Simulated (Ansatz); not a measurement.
## YAgH3 in Ansatz, settings compared

Launch command:

```bash
ansatz run input.yaml --threads 1 --pin off --max-ram 2560MiB --backend cpu --events-out ev --progress --plain --runs-dir out
```

Input:

```yaml
crystal:
  lattice:
    - [1.835657, 3.179462, 0.0]
    - [-3.671324, 0.0, 0.0]
    - [0.0, 0.0, 11.482401]
  atoms:
    - { symbol: "Y", position: [0.0, 0.0, 0.0] }
    - { symbol: "Y", position: [0.0, 0.0, 0.5] }
    - { symbol: Ag, position: [0.66667, 0.33334, 0.25] }
    - { symbol: Ag, position: [0.33333, 0.66667, 0.75] }
    - { symbol: H, position: [0.0, 0.0, 0.25] }
    - { symbol: H, position: [0.0, 0.0, 0.75] }
    - { symbol: H, position: [0.66667, 0.33334, 0.08707] }
    - { symbol: H, position: [0.33333, 0.66667, 0.58707] }
    - { symbol: H, position: [0.66667, 0.33334, 0.41293] }
    - { symbol: H, position: [0.33334, 0.66667, 0.91293] }
  symmetry: { tolerance: 0.0003 }
kpoints:
  mp_grid: { grid: [6, 6, 2], shift: [0, 0, 0] }
magnetization:
  spin_polarized: false
scf:
  occupations: { method: fermi_dirac }
hamiltonian:
  pseudopotentials: { kind: paw }
  xc: r2scan
basis:
  ecutwfc: 500
output:
  forces: true
  stress: true
  eigenvalues: true
```

Origin of the cell: a known structure type with other elements, at an estimated volume, so it need not be a known compound.

The smearing width isn't typed, so it takes its default of 0.1 eV.

Output of this run (shortened):

```
Warning: the atoms were moved onto the symmetric positions of the space group found under crystal.symmetry.tolerance 3.0e-4 (fractional; no operation is sought that the atoms, as they stand i […]
Pseudopotentials: kind: paw
Pseudopotential: Y, paw, valence charge 11, recommended cutoff 500 eV (meta_gga), Y.paw.azcp
Pseudopotential: Ag, paw, valence charge 19, recommended cutoff 500 eV (meta_gga), Ag.paw.azcp
Pseudopotential: H, paw, valence charge 1, recommended cutoff 500 eV (meta_gga), H.paw.azcp
Functional definition: r2SCAN
  exchange = r2scan_x(k0 = k0, k1 = k1, a1 = a1)
  correlation = r2scan_c
Crystal: 10 atoms, lattice volume = 134.032 Å³
Basis set: ecut = 500 eV, 3389 PW (Γ), exchange–correlation on 108×108×360 points (64 copies of the dense FFT grid, shifted against one another)
Bands: 43, of which v1, the nominal top of the filled ones, is band 33 counted from 1 (32 counted from 0)
[… 11 lines left out …]
Initial density: superposition of atomic densities (neutral atoms: chi_scale 0, normalization atom), corrected by the library's trained network
Functional: x = r2scan, c = r2scan; τ floored in thin density (d = 2e-4 eV/Å³)
SCF iter   1: F=—  HF=-23025.177061 eV  Δρ=7.37e-3  dr2=1.05e-1  dr2_τ=1.67e-2  defer=1
SCF iter   2: F=—  HF=-23025.212101 eV  Δρ=4.01e-3  dr2=3.20e-2  dr2_τ=1.09e-3  defer=19
SCF iter   3: F=—  HF=-23025.207639 eV  Δρ=9.85e-4  dr2=3.15e-3  dr2_τ=1.74e-4  defer=19
SCF iter   4: F=—  HF=-23025.207710 eV  Δρ=4.19e-4  dr2=2.01e-4  dr2_τ=1.05e-5  defer=19
SCF iter   5: F=—  HF=-23025.207771 eV  Δρ=1.21e-4  dr2=6.09e-5  dr2_τ=9.27e-7  defer=19
SCF iter   6: F=—  HF=-23025.207840 eV  Δρ=3.62e-5  dr2=2.86e-6  dr2_τ=6.97e-8  defer=19
SCF iter   7: F=—  HF=-23025.207842 eV  Δρ=1.18e-5  dr2=2.76e-7  dr2_τ=8.91e-9  defer=19
SCF iter   8: F=-23025.207842 eV  HF=-23025.207842 eV  Δρ=2.93e-6  dr2=1.15e-8  dr2_τ=4.77e-10
SCF 1 converged in 8 iterations: F = -23025.207842 eV  dr2 = 1.15e-8
SCF converged after 8 iterations
Free energy (F): -23025.207842 eV
Harris-Foulkes:  -23025.207842 eV  (|F-HF|=1.51e-8)
Internal energy: -23025.115750 eV  (E = F + TS)
E sigma→0 (E₀):  -23025.161796 eV
Entropy (-TS):   -0.092092 eV (-9.209 meV/atom)
Fermi energy:    9.239368 eV
--- Per-component energies (eV) ---
  E_band       = -1086.706738
  E_kinetic    = 1737.087580
  E_local      = -7970.606153  (includes V_loc(G=0)·N_el)
  E_nonlocal   = 270.444189
  E_hartree    = 3404.650957
  E_xc         = -744.150946
  E_vxc        = -1041.530826  (∫ρ·V_xc dr)
  E_paw        = -13530.831723  (= ΣΔE_a)
  E_vpaw       = -956.970439  (= ΣTr[D̂ρ^β])
  E_aug_tail   = -0.002152  (compensation charges beyond the density's cutoff)
  E_vtau       = 65.571186  (kinetic-family band-sum trace: ∫τ·v_τ [+ j·A + Jᵃ·Aᵃ] dr)
  E_ewald      = -6190.380975
  E_core_change = -1.326528  (= ΣΔE_core)
  E_smearing   = -0.092092  (= −TS)
  Σ components = -23025.207842   (vs F -23025.207842, Δ=0.00e0)
--- Forces (eV/Å), atoms counted from 1 ---
  atom   1  Y     -0.000000    -0.000000     0.000000
[… 4 lines left out …]
  atom   6  H      0.000000    -0.000000     0.000000
  atom   7  H     -0.000000    -0.000000    -0.674858
  atom   8  H      0.000000     0.000000    -0.674858
  atom   9  H     -0.000000    -0.000000     0.674858
  atom  10  H      0.000000     0.000000     0.674858
  max |Σ_I F_I| component: 2.22e-16 eV/Å
--- Stress (GPa, compression-positive) ---
       -5.694546      -0.000000      -0.000000
       -0.000000      -5.694546       0.000000
       -0.000000       0.000000      -9.077814
  P = ⅓ Tr σ = -6.8223 GPa (-68.223 kbar)
```

The same input was run again with these changes:

1. `scf.occupations.method` fermi_dirac → tetrahedron; `accuracy` default → high
2. `scf.occupations.method` fermi_dirac → cold; `scf.occupations.width` default → 0.1; `hamiltonian.hubbard` default → { sites: [{ species: Ag, l: d, u_eff: 8.0 }], double_counting: fll }; `kpoints.mp_grid.grid` [6, 6, 2] → [9, 9, 3]
3. `scf.algorithm` default → direct_min; `scf.lower_state_search` default → light; `scf.convergence.dr2_threshold` default → 1.0e-05
4. `hamiltonian.hubbard` default → { sites: [{ species: "Y", l: d, u_eff: 3.0 }], double_counting: amf }; `hamiltonian.dispersion` default → d3bjatm; `kpoints.mp_grid.shift` [0, 0, 0] → [0.5, 0.5, 0.5]

| run | end | SCF iterations | P (GPa) | max force component (eV/Å) | moment (μB) | ΔE(σ→0) (meV/atom) |
| --- | --- | --- | --- | --- | --- | --- |
| base | converged | 8 | -6.82 | 0.675 | – | 0 |
| 1 | converged | 10 | -6.88 | 0.684 | – | -0.04 |
| 2 | converged | 8 | -4.90 | 0.982 | – | – |
| 3 | converged | 6 | -6.82 | 0.675 | – | 0.00 |
| 4 | converged | 11 | -7.41 | 0.682 | – | – |

Energies are compared only where functional, datasets, charge and starting cell are the same.

Caveats of the base run: the k mesh is coarse if the cell is a metal.

Run 1: forces and stress under tetrahedra may miss the slope of the energy.
Run 3: the SCF threshold is loose for forces.
Run 4: the k mesh keeps only part of the crystal's symmetry.

The base run took 19 s on 1 thread of Arm Neoverse N1 (shared host), peak memory 0.68 GiB, from the program's own first density.
